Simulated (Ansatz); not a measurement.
LaGa3Au: reading a single point

```yaml
crystal:
  lattice:
    - [0.00000, 4.40394, 0.00000]
    - [4.40394, 0.00000, 0.00000]
    - [2.20197, 2.20197, -5.37074]
  atoms:
    - { symbol: La, position: [0.13360, 0.13360, 0.73280] }
    - { symbol: Au, position: [0.52040, 0.52040, 0.95920] }
    - { symbol: Ga, position: [0.88270, 0.38270, 0.23460] }
    - { symbol: Ga, position: [0.38270, 0.88270, 0.23460] }
    - { symbol: Ga, position: [0.75150, 0.75150, 0.49700] }
```

Single point in Ansatz 0.2.0 with PBE, no spin polarisation. Cutoff 420 eV, PAW datasets, 6×6×6 Γ-centred k mesh, fermi-dirac filling (width 0.0116 eV).

Problem. Describe some of the short contacts.

Solution. Au–Ga at 2.48 Å: least valence density 0.46 e/Å³ and ELF 0.36 there. Ga–Ga at 2.61 Å: least valence density 0.30 e/Å³ and ELF 0.49 there. La–Au at 3.34 Å: least valence density 0.16 e/Å³ and ELF 0.16 there. These are pseudo-fields; inside the PAW spheres they differ from the all-electron ones.

Problem. Is the cell too large or too small?

Solution. The pressure is 1.1 GPa (compression positive), so with the atoms held at these fractions the cell would first expand.

Problem. Is it stable against the elements?

Solution. -0.65 eV an atom against the elements' usual phases (free molecules for gases, crystals otherwise, with no correction for O₂ or N₂), so it is bound against them; other compounds may still compete. Relaxing would lower it.

Problem. Metal or insulator?

Solution. It is a metal, with about 1.9 states/eV a cell as the mean within 0.25 eV of the Fermi level, mostly Ga p (40 %) and La d (30 %).

Problem. Which atom feels the largest force, and which way?

Solution. The largest is on Au2: 0.63 eV/Å, components (0.00, 0.00, -0.63). It makes 180° with the line to a nearest neighbour, Ga5 at 2.48 Å, pointing away from it.

Origin: a known structure type with other elements, at an estimated volume, so it need not be a known compound. Caveats: f levels without a U or exact exchange are poorly placed.
